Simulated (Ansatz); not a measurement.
Total density of states per atom from DFT-r²SCAN in the program Ansatz with PAW potentials, in 0.25 eV bins, energy from the valence-band maximum:

```tsv
E (eV)	states/eV/atom
-7.85	0.71
-7.60	0.00
-7.35	0.00
-7.10	0.00
-6.85	0.00
-6.60	0.00
-6.35	0.00
-6.10	0.00
-5.85	0.00
-5.60	0.00
-5.35	0.00
-5.10	0.00
-4.85	0.00
-4.60	0.16
-4.35	0.79
-4.10	0.78
-3.85	0.73
-3.60	0.26
-3.35	0.10
-3.10	0.11
-2.85	0.20
-2.60	0.28
-2.35	0.55
-2.10	1.10
-1.85	0.63
-1.60	0.89
-1.35	0.85
-1.10	1.01
-0.85	0.66
-0.60	0.32
-0.35	0.13
-0.10	0.03
0.15	0.00
0.40	0.01
0.65	0.03
0.90	0.07
1.15	0.29
1.40	0.51
1.65	0.53
1.90	0.67
2.15	0.82
2.40	0.82
2.65	0.87
2.90	0.77
3.15	0.71
3.40	0.85
3.65	0.75
3.90	0.99
4.15	0.94
```

Task: Pick the material that matches.
(A) Na2S, P6_3/mmc (S on 2c, Na on 2a, Na on 2d)
(B) MgS, rock salt
(C) BaCd2Sb2, P-3m1 (Ba on 1a, Cd on 2d, Sb on 2d)
(D) Bi2Te2Se, R-3m (Bi on 6c, Te on 6c, Se on 3a)

Result: C, BaCd2Sb2, P-3m1 (Ba on 1a, Cd on 2d, Sb on 2d). Top 1 eV of the valence band: Sb 5p 88 %, outside the projected shells 8 %. Bottom 1 eV of the conduction band: Cd 5s 35 %, Sb 5p 17 %, outside the projected shells 41 %. Projections are on Löwdin-orthogonalised atomic valence shells; empty p or d shells of many metals are not among them.

The workflow started from a Materials Project entry (that database holds measured and hypothetical structures alike); the Crystallography Open Database copy checked does not list it. Whether it is the stable phase at ambient conditions was not checked. Symmetry was held in the r²SCAN relaxation; its stability against distortions is not shown here. Scalar-relativistic: spin–orbit coupling is off unless named, which matters more the heavier the elements.

Potentials: the later of the program's two PAW sets.
